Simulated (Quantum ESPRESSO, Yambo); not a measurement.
CsHgF3 (cubic perovskite, space group Pm-3m, No. 221): one geometry, one set of PBEsol (pw.x of Quantum ESPRESSO, ONCV potentials, without SOC) orbitals, self-energies from Yambo (4×4×4 Γ-centred k mesh, bands 5 to 147 and a 7 Ry block in the screening, 147 bands in G with the Bruneval-Gonze terminator, plasmon pole fitted at 27.2 eV).

| level | gap R → Γ (eV) | direct gap at Γ (eV) |
|---|---|---|
| PBEsol (Quantum ESPRESSO) | 0.55 | 2.57 |
| exchange only (Hartree-Fock self-energy on PBEsol orbitals) | 10.33 | 14.32 |
| static COHSEX@PBEsol | ___ | ___ |
| G0W0@PBEsol, plasmon pole | ___ | ___ |

Problem. What belongs in the gaps?

Solution. 
- static COHSEX@PBEsol, gap R → Γ (eV): 2.56
- static COHSEX@PBEsol, direct gap at Γ (eV): 5.44
- G0W0@PBEsol, plasmon pole, gap R → Γ (eV): 2.32
- G0W0@PBEsol, plasmon pole, direct gap at Γ (eV): 4.81

Bare exchange has no screening and gives the widest gap; static COHSEX screens it but leaves out the frequency dependence, which G0W0 restores.

Nearest settings tried, and what they do to the gap: 72 bands in W: +312 meV. Not varied: bands in G, block, mesh. So the settings aren't converged at that level.

Geometry of the Materials Project entry, not relaxed at this level; primitive cell a = b = c = 4.5954 Å, α = β = γ = 90.00°.
